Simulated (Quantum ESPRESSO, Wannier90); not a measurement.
**TaN (P-62m), plane waves to Wannier functions**

```
begin unit_cell_cart
ang
    5.2084998633    0.0000000000    0.0000000000
   -2.6042499317    4.5106931973    0.0000000000
    0.0000000000    0.0000000000    2.9147500000
end unit_cell_cart
begin atoms_frac
Ta   0.0000000000  0.0000000000  0.0000000000
Ta   0.3333333333 -0.3333333333  0.5000000000
Ta  -0.3333333333  0.3333333333  0.5000000000
N    0.3923900000  0.0000000000  0.0000000000
N   -0.3923900000 -0.3923900000  0.0000000000
N   -0.0000000000  0.3923900000  0.0000000000
end atoms_frac
```

Cell from Materials Project (mp-1279), symmetrised, no further relaxation. COD (Crystallography Open Database) has the formula in 5 space groups, this one among them (matched by group alone). Computed values, not measurements, from PBEsol: Quantum ESPRESSO (norm-conserving PseudoDojo potentials, cutoff 68 Ry, no spin polarisation, no spin-orbit coupling) on a Γ-centred 6×6×8 mesh, then Wannier90. Density: 12×12×10 mesh, cold smearing 0.01 Ry. Spin-orbit coupling is left out although heavy elements are present.

A tight-binding model is made by disentanglement and projection with no localisation steps (num_iter = 0), so the 24 orbitals stay atom-like: hydrogen-like Ta: d; N: p, axes along x, y, z; frozen window up to 1.50 eV relative to the Fermi level. It follows pw.x to 6.8 meV rms for states up to 1.0 eV relative to the Fermi level. Matrix elements depend on this choice of orbitals and windows.

What are the on-site energies relative to the Fermi level, and how fast do the hoppings decay?


```tsv
atom	orbitals	energy (eV)
Ta1	dz2	-0.02
Ta1	dxz dyz	0.46
Ta1	dx2-y2 dxy	1.33
Ta2	dz2	-0.05
Ta2	dxz dyz	2.30
Ta2	dx2-y2 dxy	0.35
Ta3	dz2	-0.05
Ta3	dxz dyz	2.30
Ta3	dx2-y2 dxy	0.35
N4	pz	-3.99
N4	px py	-3.84
N5	pz	-3.99
N5	px py	-3.84
N6	pz	-3.99
N6	px py	-3.84
```

```
distance of the centres (Å)  largest modulus (eV)
---------------------------  --------------------
1–2                                           1.9
2–3                                           2.3
3–4                                          0.65
4–5                                          0.19
5–6                                          0.52
6–7                                          0.10
7–8                                         0.045
8–9                                          0.19
9–10                                        0.012
10–11                                       0.014
```
